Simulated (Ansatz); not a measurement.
**Cd, first-principles data**

Cd:
```
Cd
1.0
    0.00000     3.34929     3.34929
    3.34929     0.00000     3.34929
    3.34929     3.34929     0.00000
Cd
2
Direct
  0.00000   0.00000   0.00000
  0.25000   0.25000   0.25000
```

Space group Fd-3m (No. 227), diamond; conventional cell a = b = c = 6.699 Å, α = β = γ = 90.00°.

Method: DFT-PBE in the program Ansatz with PAW potentials. The cell and atoms are relaxed at this level. Other levels are named where they apply.

**Cell and energy**

```yaml
volume_per_atom: 37.57 Å³
density: 4.97 g/cm³
```

**Electronic structure**

```yaml
electronic_character: metallic (no gap)
Density of states at the Fermi level: 0.67 states/eV per atom (mean over ±0.08 eV)
Gap with spin–orbit coupling: none (metallic)
```

**Mechanics**

```yaml
Bulk modulus (Birch–Murnaghan fit): 134 kbar
Pressure derivative B′: 5.6
```

The start of the workflow was typed in or built on a structure type; neither database checked (COD, Materials Project) lists it. It is not the phase usual at ambient conditions (space group No. 194). The cell was relaxed with PBE under the symmetry of its start; its stability against distortions is not shown here. Scalar-relativistic: spin–orbit coupling is off unless named, which matters more the heavier the elements.

Potentials: the later of the program's two PAW sets.
